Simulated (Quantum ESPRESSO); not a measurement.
## PdRu4TaMg2 (input and log of a self-consistent run)

A calculation, not a measurement. The program is pw.x of Quantum ESPRESSO 7.5 (plane-wave density functional theory). The cell is made up: eight metal atoms on a hexagonal close-packed lattice, with elements, volume, strain and displacements drawn at random and not relaxed, so it may be unstable or far from any real phase. PseudoDojo standard norm-conserving files set the functional (PBE unless stated); there is no spin polarisation or spin-orbit coupling, the Fermi-Dirac width of 0.25 eV means electrons at about 2900 K, and the masses in the input are unused placeholders. Heavy elements are run without spin-orbit coupling, which real alloys of them have. A spin test at this wide smearing found no moment, but such smearing suppresses magnetism that the real alloy may have.

Input:

```
&control calculation='scf', pseudo_dir='./dojo.nc.sr.pbe.v0_5.standard.upf', outdir='./o', disk_io='minimal', tprnfor=.true., tstress=.true. /
&system ibrav=0, nat=8, ntyp=4, nbnd=74, ecutwfc=84.00895049, nosym=.true., tot_charge=0,
 occupations='smearing', smearing='fd', degauss=0.0183746611
/
&electrons conv_thr=1.470e-08, electron_maxstep=70, mixing_beta=0.5 /
ATOMIC_SPECIES
Mg 1.0 Mg.upf
Pd 1.0 Pd.upf
Ru 1.0 Ru.upf
Ta 1.0 Ta.upf
CELL_PARAMETERS angstrom
-2.9137 0.0 0.0
0.0 5.0467 -4.6728
0.0 -5.0467 -4.6728
ATOMIC_POSITIONS angstrom
Pd 0.0419 0.0765 -0.0683
Ru -0.0034 1.5792 -2.1842
Ta -0.1413 -0.0376 -4.6213
Ru -0.0361 1.5711 -7.082
Ru -1.5616 -0.6495 -2.3992
Ru -1.4883 -2.6764 -4.7362
Mg -1.446 -0.9384 -7.0147
Mg -1.4579 2.4641 -4.5436
K_POINTS automatic
8 4 4 1 1 1
```

The log is shortened where brackets say so; the opening notice, blank lines, dates and the lines on written files are dropped, and the path of the files is cut. It prints rydbergs, bohrs and kilobars, and counts compression as positive stress. Its total energy is the free energy E - TS of the whole cell.

```
     Program PWSCF v.7.5
     Parallel version (MPI & OpenMP), running on       4 processor cores
     Number of MPI processes:                 4
     Threads/MPI process:                     1
     [start-up lines left out]
     bravais-lattice index     =            0
     lattice parameter (alat)  =       5.5061  a.u.
     unit-cell volume          =     927.3766 (a.u.)^3
     number of atoms/cell      =            8
     number of atomic types    =            4
     number of electrons       =       115.00
     number of Kohn-Sham states=           74
     kinetic-energy cutoff     =      84.0090  Ry
     charge density cutoff     =     336.0358  Ry
     scf convergence threshold =      1.5E-08
     mixing beta               =       0.5000
     number of iterations used =            8  plain     mixing
     Exchange-correlation= PBE
                           (   1   4   3   4   0   0   0)
     [axes and pseudopotential details left out]
   Cartesian axes
     site n.     atom                  positions (alat units)
         1        Pd     tau(   1) = (   0.0143803   0.0262553  -0.0234410  )
         2        Ru     tau(   2) = (  -0.0011669   0.5419913  -0.7496311  )
         3        Ta     tau(   3) = (  -0.0484950  -0.0129046  -1.5860590  )
         4        Ru     tau(   4) = (  -0.0123897   0.5392113  -2.4305865  )
         5        Ru     tau(   5) = (  -0.5359509  -0.2229124  -0.8234204  )
         6        Ru     tau(   6) = (  -0.5107938  -0.9185572  -1.6254934  )
         7        Mg     tau(   7) = (  -0.4962762  -0.3220647  -2.4074888  )
         8        Mg     tau(   8) = (  -0.5003604   0.8456945  -1.5593918  )
     number of k points=    64  Fermi-Dirac smearing, width (Ry)=  0.0184
                       cart. coord. in units 2pi/alat
        k(    1) = (  -0.0625000   0.0000000  -0.0779431), wk =   0.0312500
        k(    2) = (  -0.0625000  -0.0721684  -0.1558862), wk =   0.0312500
     [further k points left out]
     Dense  grid:    96493 G-vectors     FFT dimensions: (  36,  75,  75)
     Estimated max dynamical RAM per process >     389.48 MB
     Estimated total dynamical RAM >       1.45 GB
     Initial potential from superposition of free atoms
     starting charge     114.9942, renormalised to     115.0000
     Starting wfcs are   69 randomized atomic wfcs +    5 random wfcs
     total cpu time spent up to now is        5.9 secs
     per-process dynamical memory:   304.7 Mb
     Self-consistent Calculation
     iteration #  1     ecut=    84.01 Ry     beta= 0.50
     Davidson diagonalization with overlap
     ethr =  1.00E-02,  avg # of iterations =  3.1
     total cpu time spent up to now is       23.6 secs
     total energy              =   -1439.36746432 Ry
     estimated scf accuracy    <      12.16422142 Ry
     iteration #  2     ecut=    84.01 Ry     beta= 0.50
     Davidson diagonalization with overlap
     ethr =  1.00E-02,  avg # of iterations =  3.0
     total cpu time spent up to now is       42.0 secs
     total energy              =   -1442.38369026 Ry
     estimated scf accuracy    <      70.71316011 Ry
     iteration #  3     ecut=    84.01 Ry     beta= 0.50
     Davidson diagonalization with overlap
     ethr =  1.00E-02,  avg # of iterations =  4.1
     total cpu time spent up to now is       60.5 secs
     total energy              =   -1446.93328509 Ry
     estimated scf accuracy    <      11.38142064 Ry
     iteration #  4     ecut=    84.01 Ry     beta= 0.50
     Davidson diagonalization with overlap
     ethr =  9.90E-03,  avg # of iterations =  1.1
     total cpu time spent up to now is       73.6 secs
     total energy              =   -1447.29617621 Ry
     estimated scf accuracy    <       8.01290774 Ry
     iteration #  5     ecut=    84.01 Ry     beta= 0.50
     Davidson diagonalization with overlap
     ethr =  6.97E-03,  avg # of iterations =  1.2
     total cpu time spent up to now is       87.0 secs
     total energy              =   -1447.43722004 Ry
     estimated scf accuracy    <       3.33201135 Ry
     [iterations 6 to 15 left out]
     iteration # 16     ecut=    84.01 Ry     beta= 0.50
     Davidson diagonalization with overlap
     ethr =  2.69E-09,  avg # of iterations =  1.9
     total cpu time spent up to now is      242.5 secs
     total energy              =   -1447.35165674 Ry
     estimated scf accuracy    <       0.00000754 Ry
     iteration # 17     ecut=    84.01 Ry     beta= 0.50
     Davidson diagonalization with overlap
     ethr =  2.69E-09,  avg # of iterations =  1.0
     total cpu time spent up to now is      255.3 secs
     total energy              =   -1447.35165711 Ry
     estimated scf accuracy    <       0.00000040 Ry
     iteration # 18     ecut=    84.01 Ry     beta= 0.50
     Davidson diagonalization with overlap
     ethr =  3.44E-10,  avg # of iterations =  2.0
     total cpu time spent up to now is      269.5 secs
     total energy              =   -1447.35165708 Ry
     estimated scf accuracy    <       0.00000232 Ry
     iteration # 19     ecut=    84.01 Ry     beta= 0.50
     Davidson diagonalization with overlap
     ethr =  3.44E-10,  avg # of iterations =  1.0
     total cpu time spent up to now is      282.5 secs
     total energy              =   -1447.35165717 Ry
     estimated scf accuracy    <       0.00000002 Ry
     iteration # 20     ecut=    84.01 Ry     beta= 0.50
     Davidson diagonalization with overlap
     ethr =  1.97E-11,  avg # of iterations =  2.0
     total cpu time spent up to now is      297.5 secs
     End of self-consistent calculation
     [lines on levels left out]
!    total energy              =   -1447.35165717 Ry
     estimated scf accuracy    <          8.6E-09 Ry
     smearing contrib. (-TS)   =      -0.13348767 Ry
     internal energy E=F+TS    =   -1447.21816950 Ry
     The total energy is F=E-TS. E is the sum of the following terms:
     one-electron contribution =    -575.42407557 Ry
     hartree contribution      =     333.76417278 Ry
     xc contribution           =    -239.67941371 Ry
     ewald contribution        =    -965.87885301 Ry
     convergence has been achieved in  20 iterations
     Forces acting on atoms (cartesian axes, Ry/au):
     atom    1 type  2   force =    -0.01206912   -0.04569108    0.03377955
     atom    2 type  3   force =    -0.01143597    0.00699093   -0.02827647
     atom    3 type  4   force =     0.01671061   -0.05024169    0.02683907
     atom    4 type  3   force =     0.00177808    0.01993624    0.01963858
     atom    5 type  3   force =     0.01315903   -0.03782511   -0.03275474
     atom    6 type  3   force =     0.00743739    0.06303675    0.03310400
     atom    7 type  1   force =    -0.00796913    0.01407924   -0.01552481
     atom    8 type  1   force =    -0.00761089    0.02971472   -0.03680519
     Total force =     0.138793     Total SCF correction =     0.000548
     Computing stress (Cartesian axis) and pressure
          total   stress  (Ry/bohr**3)                   (kbar)     P=     -111.99
  -0.00079755  -0.00002417   0.00000872         -117.32       -3.55        1.28
  -0.00002417  -0.00069734   0.00019411           -3.55     -102.58       28.55
   0.00000872   0.00019411  -0.00078901            1.28       28.55     -116.07
     init_run     :      5.47s CPU      5.75s WALL (       1 calls)
     electrons    :    283.78s CPU    291.54s WALL (       1 calls)
     forces       :      2.45s CPU      2.45s WALL (       1 calls)
     stress       :      8.39s CPU      8.39s WALL (       1 calls)
     [timing details left out]
     PWSCF        :   5m 0.26s CPU   5m 8.32s WALL
     JOB DONE.
```

In other units: free energy -19692.222 eV for the cell, pressure -11.20 GPa, largest force component 1.621 eV/Å in size. The run took 310 s of wall time with four MPI processes on a shared machine (Intel Xeon, 2023 or later, virtual cores), so the time is rough. A rerun of this cell at a higher cutoff and on a denser mesh moved values by no more than 0.004 eV in energy, 0.03 GPa in stress and 0.011 eV/Å in force, and a second program with other atomic files agreed on that cell to 2 % rms in force and 0.5 GPa in pressure.